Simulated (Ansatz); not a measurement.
TaRu, DFT, PBEsol, PAW with Ansatz's default frozen-core files, scalar-relativistic (Ansatz 0.2.0), on 1 thread of Arm Neoverse V1 (shared host).

Command: `ansatz run input.yaml --threads 1 --pin off --max-ram 2048MiB --backend cpu --events-out ev --progress --plain --runs-dir out`

```yaml
crystal:
  lattice:
    - [3.0409624, 0.0, 0.0]
    - [0.0, 3.0409624, 0.0]
    - [0.0, 0.0, 3.40983489]
  atoms:
    - { symbol: Ta, position: [0.5, 0.5, 0.5] }
    - { symbol: Ru, position: [0.0, 0.0, 0.0] }
kpoints:
  mp_grid: { grid: [12, 12, 11] }
scf:
  occupations: { method: fermi_dirac, width: 0.05 }
hamiltonian:
  xc: pbesol
  pseudopotentials: { kind: paw }
output:
  forces: true
  stress: true
relax:
  f_tol: 0.01
  max_steps: 30
  cell: { stress_tol: 0.05, fix: [volume] }
```

(1) How large is the problem that the program sets up?

(2) About how long does it take?

## Answers

(1) 168 irreducible k-points, 635 plane waves at Γ, 19 bands.

(2) 19 s of wall time for 26 SCF iterations over 3 geometries. Times on shared machines scatter by tens of per cent.
